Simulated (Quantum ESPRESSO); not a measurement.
Ga3GeN3C, convergence and cost over cutoff and k mesh

Computed values, not a measurement. The program is pw.x of Quantum ESPRESSO 7.5 (plane-wave density functional theory). The cell is made up: 8 atoms on a zincblende/diamond lattice, with randomly drawn elements, strain and displacements, not relaxed. PseudoDojo standard norm-conserving files (v0.5 for PBE, v0.4.1 for LDA and PBEsol) set the functional; there is no spin polarisation, spin-orbit coupling or dispersion term, and the masses in the input are unused placeholders.

Input of the run in row 2:

```
&control calculation='scf', pseudo_dir='./dojo.nc.sr.pbe.v0_5.standard.upf', outdir='./o', disk_io='low', tprnfor=.true., tstress=.true. /
&system ibrav=0, nat=8, ntyp=4, nbnd=42, ecutwfc=84.00895049, nosym=.true., tot_charge=0,
 occupations='smearing', smearing='fd', degauss=0.0018374661
/
&electrons conv_thr=7.350e-09, electron_maxstep=60, /
ATOMIC_SPECIES
C 1.0 C.upf
Ga 1.0 Ga.upf
Ge 1.0 Ge.upf
N 1.0 N.upf
CELL_PARAMETERS angstrom
4.6571 0.0 0.0
0.0 4.6571 0.0
0.0 0.0 4.6571
ATOMIC_POSITIONS angstrom
Ga -0.0051 0.0187 0.0051
Ge 0.0134 2.3029 2.3597
Ga 2.2667 -0.0818 2.4194
Ga 2.3521 2.3247 0.0395
N 1.1156 1.2482 1.2873
N 1.2158 3.5137 3.4606
N 3.5476 1.136 3.3729
C 3.5957 3.4875 1.2465
K_POINTS automatic
4 4 4 1 1 1
```

The same cell was run at these settings. Meshes are shifted by half a step, and differences are from the last row, which is itself not exact.

| cutoff (eV) | k mesh | k points solved | threshold (eV) | free energy less the last row's (eV) | pressure (GPa) | largest stress difference (GPa) | largest force difference (eV/Å) | iterations | wall time (s) | k-point pools | processor |
| --- | --- | --- | --- | --- | --- | --- | --- | --- | --- | --- | --- |
| 800 | 2 x 2 x 2 | 4 | 1e-04 | 3.777 | -60.98 | 54.65 | 0.055 | 8 | 9 | 4 | Intel Xeon, 2023 or later |
| 1143 | 4 x 4 x 4 | 32 | 1e-07 | 0.004 | -6.39 | 0.01 | 0.002 | 13 | 56 | 4 | Intel Xeon, 2023 or later |
| 1437 | 6 x 6 x 6 | 108 | 1e-07 | 0.000 | -6.39 | 0.00 | 0.000 | 13 | 192 | 4 | Intel Xeon, 2023 or later |

Each pool is one process. Wall times include start-up and a band step at six k points, which weighs most on the coarsest meshes. The runs were on shared virtual cores whose load varied, so times are rough.